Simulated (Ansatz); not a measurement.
From the elastic tensor of HfOs to moduli and sound speeds

Theory: Ansatz, DFT LDA, scalar-relativistic, plane waves, PAW. Plane waves to 420 eV; Γ-centred k mesh 14×14×14; Fermi-Dirac smearing of 0.15 eV. No spin polarisation.

Symmetry: Pm-3m, No. 221, cubic system. The conventional cell has a = 3.200 Å, b = 3.200 Å, c = 3.200 Å, α = 90.00°, β = 90.00°, γ = 90.00°. Hf (site symmetry m-3m) has 8 Os at 2.77 Å as nearest neighbours. Around Os (site symmetry m-3m) lie 8 Hf at 2.77 Å.

In a metal, frequencies and elastic constants depend on the k mesh and the smearing, soft modes and shear constants most. Spin–orbit coupling is left out, which can shift energies with elements as heavy as these.

Relaxed-ion constants (GPa, on the Cartesian axes of the calculation):
C11 = 445.5, C12 = 155.4, C13 = 155.4, C22 = 445.5, C23 = 155.4, C33 = 445.5, C44 = 115.1, C55 = 115.1, C66 = 115.1 GPa; the others vanish.

Density 18.686 g/cm³; 2 atoms in 32.77 Å³.

The values that follow are for a polycrystal of randomly turned grains, by Hill's mean where one number stands.

With S = C⁻¹: B_V = (C11+C22+C33+2(C12+C13+C23))/9, G_V = (C11+C22+C33−C12−C13−C23+3(C44+C55+C66))/15, 1/B_R = S11+S22+S33+2(S12+S13+S23), 15/G_R = 4(S11+S22+S33−S12−S13−S23)+3(S44+S55+S66); Hill is their mean. Then v_l = √((B+4G/3)/ρ), v_t = √(G/ρ), v_m = [(2/v_t³+1/v_l³)/3]^(−1/3) and Θ = (ħ/k_B)·v_m·(6π²n/V)^(1/3) for n atoms in the volume V; E = 9BG/(3B+G), ν = (3B−2G)/(2(3B+G)) and A^U = 5G_V/G_R + B_V/B_R − 6.

| Quantity | Value |
| --- | --- |
| Bulk modulus, Voigt / Reuss / Hill | 252.1 / 252.1 / 252.1 GPa |
| Shear modulus, Voigt / Reuss / Hill | 127.1 / 125.5 / 126.3 GPa |
| Young's modulus | 325 GPa |
| Poisson ratio | 0.285 |
| Pugh ratio B/G | 2.00 (over 1.75, the rule of thumb for ductile) |
| Universal anisotropy index | 0.06 |
| Longitudinal and transverse sound speeds | 4744 and 2600 m/s |
| Debye temperature from the mean sound speed | 340 K |

Cost: 1 run of about 2.4 core-minutes, on Arm Neoverse V2 (shared hosts).